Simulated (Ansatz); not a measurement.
With LDA in the plane-wave PAW code Ansatz, Nd in the dhcp (α-La type) structure (P6_3/mmc) relaxes to a = 3.247 Å, c = 10.419 Å. Nd on 2a has 12 nearest neighbours from 3.21 Å (cuboctahedral); Nd on 2c has 12 nearest neighbours from 3.21 Å (anticuboctahedral).

Electronic character: metallic (no gap). The magnetic state found is ferromagnetic. The net moment is 3.57 μB per atom.

Symmetry was held in the LDA relaxation. Spin order of the final state: ferromagnetic, the only order run, not a proven ground state. The volume lies over 15 % below that of the usual cell of this phase: another minimum, or an error of the functional. Caveat: open 4f shells can settle in a state that is not the lowest. No Hubbard U is applied. Axis ratios of metals converge slowly with the k-mesh, so a and c are less sure than the volume. Scalar-relativistic: spin–orbit coupling is off unless named, which matters more the heavier the elements.

Potentials: the later of the program's two PAW sets.
